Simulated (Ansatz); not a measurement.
BiRh:
```cif
data_Bi2Rh2
_chemical_formula_sum 'Bi2 Rh2'
_space_group_name_H-M_alt 'P63/mmc'
_space_group_IT_number 194
_space_group_name_Hall '-P 6c 2c'
_cell_length_a 4.07861
_cell_length_b 4.07861
_cell_length_c 5.59497
_cell_angle_alpha 90.000
_cell_angle_beta 90.000
_cell_angle_gamma 120.000
loop_
_atom_site_label
_atom_site_type_symbol
_atom_site_symmetry_multiplicity
_atom_site_Wyckoff_symbol
_atom_site_fract_x
_atom_site_fract_y
_atom_site_fract_z
_atom_site_occupancy
Bi1 Bi 2 c 0.33333 0.66667 0.25000 1
Rh1 Rh 2 a 0.00000 0.00000 0.00000 1
```

Relaxed at zero pressure with LDA (plane waves, PAW; program Ansatz).

Q: The volume is raised by 6 % and shape and atoms relax at that volume. What pressure results, and how do the axes share the change?

A: -7.1 GPa; a 2.1 %, b 2.1 %, c 1.6 %; the energy rises by 29 meV/atom.

Q: Give the new structure.

A: 
Space group P6₃/mmc (No. 194); a = b = 4.165 Å, c = 5.687 Å, α = β = 90.00°, γ = 120.00°

```json
[
 {"atom": "Bi", "site": "2c", "symmetry": "-6m2", "x": "0.3333", "y": "0.6667", "z": "0.2500"},
 {"atom": "Rh", "site": "2a", "symmetry": "-3m.", "x": "0.0000", "y": "0.0000", "z": "0.0000"}
]
```

The phase is kept; no other phase was compared at this pressure.

Space group P6_3/mmc (NiAs type). The first step of the workflow began from a Materials Project structure, measured or hypothetical; the Crystallography Open Database files this formula in space group No. 194, but the cells were not matched. Whether it is the stable phase at ambient conditions was not checked. The LDA relaxation kept the symmetry of its start; its stability against distortions is not shown here. The run is not spin-polarised. Axis ratios of metals converge slowly with the k-mesh, so a and c are less sure than the volume. Scalar-relativistic: spin–orbit coupling is off unless named, which matters more the heavier the elements.

Potentials: the later of the program's two PAW sets.
